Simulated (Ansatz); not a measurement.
## Be3N2: energy along a strain

Be3N2, P-3m1, a = 2.818 Å, c = 4.667 Å (as given, not relaxed at this level: -3.5 GPa, forces to 0.03 eV/Å). The structure is a Materials Project entry; whether it is the stable form wasn't checked. Ansatz: PBEsol, PAW, 420 eV, Γ-centred 9×9×6 mesh on 5 atoms, Gaussian smearing 0.05 eV; no spin polarisation. Cell vectors (Å): 2.818 0.000 0.000; -1.409 2.440 0.000; 0.000 0.000 4.667. The cell is strained by x per cent times the pattern (0 0 1 0 0 0) in the order xx yy zz yz xz xy (engineering shears), with fractional coordinates held. y is the free energy over the start, V0 = 6.418 Å³/atom. Points with a strain past 8.5 % were computed too (3) and aren't used here.

```
x (%) y (meV/atom)
-7.50             ?
-5.00         16.03
-2.50          1.85
 0.00          0.00
 2.50          8.67
 5.00         26.40
 7.50         51.97
```

**Question.** Fit y = c1 x + c2 x² + c3 x³ to the other rows, get the stiffness along the pattern, and predict the missing energy.

**Answer.** Least squares on the rows shown. y = 1.4380 x + 0.84920 x² − 0.015660 x³. The clamped-ion stiffness p·C·p = 2 × 8.492 eV × 160.2 / 6.418 Å³ = 424 GPa, which is C33 in these axes (second derivative at the start, which stands under stress). At x = -7.50 the fit asked for gives 43.59 meV/atom. The run gave 44.61 meV/atom, so the fit is 1.02 meV/atom too low, 2 % of the span of the series, against an rms of 0.06 meV/atom on the fitted rows. The row lies outside the fitted range. With a term in x⁴ added, a fit to the same known rows predicts 44.62 meV/atom, so most of the miss is curvature that the known rows already hold.